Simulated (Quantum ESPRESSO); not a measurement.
# In4CuMo2Ag: input and log of a self-consistent run

Computed values, not a measurement. The program is pw.x of Quantum ESPRESSO 7.5 (plane-wave density functional theory). The cell is made up: eight metal atoms on a face-centred cubic lattice, with elements, volume, strain and displacements drawn at random and not relaxed, so it may be unstable or far from any real phase. PseudoDojo standard norm-conserving files set the functional (PBE unless stated); there is no spin polarisation or spin-orbit coupling, the Fermi-Dirac width of 0.25 eV means electrons at about 2900 K, and the masses in the input are unused placeholders. The copper pseudopotential is less sure than most, with forces differing by about three percent and pressure by about two GPa from a second method on plain copper. A spin test at this wide smearing found no moment, but such smearing suppresses magnetism that the real alloy may have.

Input:

```
&control calculation='scf', pseudo_dir='./dojo.nc.sr.pbe.v0_5.standard.upf', outdir='./o', disk_io='minimal', tprnfor=.true., tstress=.true. /
&system ibrav=0, nat=8, ntyp=4, nbnd=69, ecutwfc=92.02030273, nosym=.true., tot_charge=0,
 occupations='smearing', smearing='fd', degauss=0.0183746611
/
&electrons conv_thr=1.470e-08, electron_maxstep=70, mixing_beta=0.5 /
ATOMIC_SPECIES
Ag 1.0 Ag.upf
Cu 1.0 Cu.upf
In 1.0 In.upf
Mo 1.0 Mo.upf
CELL_PARAMETERS angstrom
0.0 2.0849 2.0849
-4.1698 2.0849 -2.0849
-4.1698 -6.2547 6.2547
ATOMIC_POSITIONS angstrom
In -0.0338 -0.0221 0.0471
In -4.2219 -4.0606 4.1938
In -4.2073 -2.086 2.0899
Cu -4.2152 -0.0204 -0.0467
In -2.0835 -2.1662 4.1444
Mo -2.1403 -0.0003 2.1438
Ag -2.1259 2.1376 -0.0453
Mo -6.1928 -2.0126 4.1496
K_POINTS automatic
8 5 3 1 1 1
```

The log is shortened where brackets say so; the opening notice, blank lines, dates and the lines on written files are dropped, and the path of the files is cut. It prints rydbergs, bohrs and kilobars, and counts compression as positive stress. Its total energy is the free energy E - TS of the whole cell.

```
     Program PWSCF v.7.5
     Parallel version (MPI & OpenMP), running on       4 processor cores
     Number of MPI processes:                 4
     Threads/MPI process:                     1
     [start-up lines left out]
     bravais-lattice index     =            0
     lattice parameter (alat)  =       5.5718  a.u.
     unit-cell volume          =     978.5258 (a.u.)^3
     number of atoms/cell      =            8
     number of atomic types    =            4
     number of electrons       =       118.00
     number of Kohn-Sham states=           69
     kinetic-energy cutoff     =      92.0203  Ry
     charge density cutoff     =     368.0812  Ry
     scf convergence threshold =      1.5E-08
     mixing beta               =       0.5000
     number of iterations used =            8  plain     mixing
     Exchange-correlation= PBE
                           (   1   4   3   4   0   0   0)
     [axes and pseudopotential details left out]
   Cartesian axes
     site n.     atom                  positions (alat units)
         1        In     tau(   1) = (  -0.0114635  -0.0074954   0.0159743  )
         2        In     tau(   2) = (  -1.4318836  -1.3771777   1.4223533  )
         3        In     tau(   3) = (  -1.4269319  -0.7074799   0.7088026  )
         4        Cu     tau(   4) = (  -1.4296113  -0.0069188  -0.0158386  )
         5        In     tau(   5) = (  -0.7066320  -0.7346802   1.4055990  )
         6        Mo     tau(   6) = (  -0.7258960  -0.0001017   0.7270831  )
         7        Ag     tau(   7) = (  -0.7210122   0.7249803  -0.0153638  )
         8        Mo     tau(   8) = (  -2.1003266  -0.6825858   1.4073626  )
     number of k points=    60  Fermi-Dirac smearing, width (Ry)=  0.0184
                       cart. coord. in units 2pi/alat
        k(    1) = (  -0.0824958   0.0324091   0.0559793), wk =   0.0333333
        k(    2) = (   0.0353553   0.1502602  -0.0618718), wk =   0.0333333
     [further k points left out]
     Dense  grid:   116471 G-vectors     FFT dimensions: (  36,  60, 120)
     Estimated max dynamical RAM per process >     423.26 MB
     Estimated total dynamical RAM >       1.57 GB
     Initial potential from superposition of free atoms
     starting charge     117.9808, renormalised to     118.0000
     Starting wfcs are   76 randomized atomic wfcs
     total cpu time spent up to now is        6.8 secs
     per-process dynamical memory:   342.2 Mb
     Self-consistent Calculation
     iteration #  1     ecut=    92.02 Ry     beta= 0.50
     Davidson diagonalization with overlap
     ethr =  1.00E-02,  avg # of iterations =  3.5
     total cpu time spent up to now is       21.5 secs
     total energy              =   -1499.92551101 Ry
     estimated scf accuracy    <       2.97080209 Ry
     iteration #  2     ecut=    92.02 Ry     beta= 0.50
     Davidson diagonalization with overlap
     ethr =  2.52E-03,  avg # of iterations =  4.5
     total cpu time spent up to now is       39.3 secs
     total energy              =   -1498.07219201 Ry
     estimated scf accuracy    <      61.56222084 Ry
     iteration #  3     ecut=    92.02 Ry     beta= 0.50
     Davidson diagonalization with overlap
     ethr =  2.52E-03,  avg # of iterations =  5.7
     total cpu time spent up to now is       57.9 secs
     total energy              =   -1501.01619253 Ry
     estimated scf accuracy    <      14.33675627 Ry
     iteration #  4     ecut=    92.02 Ry     beta= 0.50
     Davidson diagonalization with overlap
     ethr =  2.52E-03,  avg # of iterations =  2.2
     total cpu time spent up to now is       71.2 secs
     total energy              =   -1501.76429927 Ry
     estimated scf accuracy    <       1.49526233 Ry
     iteration #  5     ecut=    92.02 Ry     beta= 0.50
     Davidson diagonalization with overlap
     ethr =  1.27E-03,  avg # of iterations =  1.8
     total cpu time spent up to now is       83.3 secs
     total energy              =   -1501.74548619 Ry
     estimated scf accuracy    <       0.46223196 Ry
     [iterations 6 to 10 left out]
     iteration # 11     ecut=    92.02 Ry     beta= 0.50
     Davidson diagonalization with overlap
     ethr =  1.45E-07,  avg # of iterations =  4.1
     total cpu time spent up to now is      167.1 secs
     total energy              =   -1501.77551105 Ry
     estimated scf accuracy    <       0.00001870 Ry
     iteration # 12     ecut=    92.02 Ry     beta= 0.50
     Davidson diagonalization with overlap
     ethr =  1.58E-08,  avg # of iterations =  3.7
     total cpu time spent up to now is      181.8 secs
     total energy              =   -1501.77551278 Ry
     estimated scf accuracy    <       0.00000294 Ry
     iteration # 13     ecut=    92.02 Ry     beta= 0.50
     Davidson diagonalization with overlap
     ethr =  2.49E-09,  avg # of iterations =  3.2
     total cpu time spent up to now is      195.3 secs
     total energy              =   -1501.77551275 Ry
     estimated scf accuracy    <       0.00000826 Ry
     iteration # 14     ecut=    92.02 Ry     beta= 0.50
     Davidson diagonalization with overlap
     ethr =  2.49E-09,  avg # of iterations =  1.9
     total cpu time spent up to now is      207.8 secs
     total energy              =   -1501.77551315 Ry
     estimated scf accuracy    <       0.00000027 Ry
     iteration # 15     ecut=    92.02 Ry     beta= 0.50
     Davidson diagonalization with overlap
     ethr =  2.29E-10,  avg # of iterations =  3.0
     total cpu time spent up to now is      223.1 secs
     End of self-consistent calculation
     [lines on levels left out]
!    total energy              =   -1501.77551317 Ry
     estimated scf accuracy    <          8.4E-09 Ry
     smearing contrib. (-TS)   =      -0.07531298 Ry
     internal energy E=F+TS    =   -1501.70020019 Ry
     The total energy is F=E-TS. E is the sum of the following terms:
     one-electron contribution =    -552.65132883 Ry
     hartree contribution      =     362.62278984 Ry
     xc contribution           =    -294.86295488 Ry
     ewald contribution        =   -1016.80870632 Ry
     convergence has been achieved in  15 iterations
     Forces acting on atoms (cartesian axes, Ry/au):
     atom    1 type  3   force =    -0.00767433   -0.00812062    0.00855407
     atom    2 type  3   force =    -0.01681890   -0.04753381    0.03327360
     atom    3 type  3   force =     0.03165027    0.02985500   -0.03219669
     atom    4 type  2   force =     0.00792983    0.00059574    0.00315785
     atom    5 type  3   force =     0.04292569    0.05088950   -0.03575310
     atom    6 type  4   force =     0.00456359   -0.00524130   -0.00163745
     atom    7 type  1   force =    -0.01388554   -0.02268965    0.02498886
     atom    8 type  4   force =    -0.04869061    0.00224515   -0.00038713
     Total force =     0.127750     Total SCF correction =     0.000418
     Computing stress (Cartesian axis) and pressure
          total   stress  (Ry/bohr**3)                   (kbar)     P=       61.70
   0.00045970  -0.00007448   0.00007600           67.62      -10.96       11.18
  -0.00007448   0.00041310   0.00006220          -10.96       60.77        9.15
   0.00007600   0.00006220   0.00038552           11.18        9.15       56.71
     init_run     :      6.32s CPU      6.60s WALL (       1 calls)
     electrons    :    211.10s CPU    216.32s WALL (       1 calls)
     forces       :      2.11s CPU      2.13s WALL (       1 calls)
     stress       :      7.06s CPU      7.06s WALL (       1 calls)
     [timing details left out]
     PWSCF        :   3m46.75s CPU   3m52.35s WALL
     JOB DONE.
```

In other units: free energy -20432.697 eV for the cell, pressure 6.17 GPa, largest force component 1.308 eV/Å in size. The run took 234 s of wall time with four MPI processes on a shared machine (Intel Xeon, 2023 or later, virtual cores), so the time is rough. A rerun of this cell at a higher cutoff and on a denser mesh moved values by no more than 0.007 eV in energy, 0.08 GPa in stress and 0.005 eV/Å in force, and a second program with other atomic files agreed on that cell to 2 % rms in force and 0.5 GPa in pressure.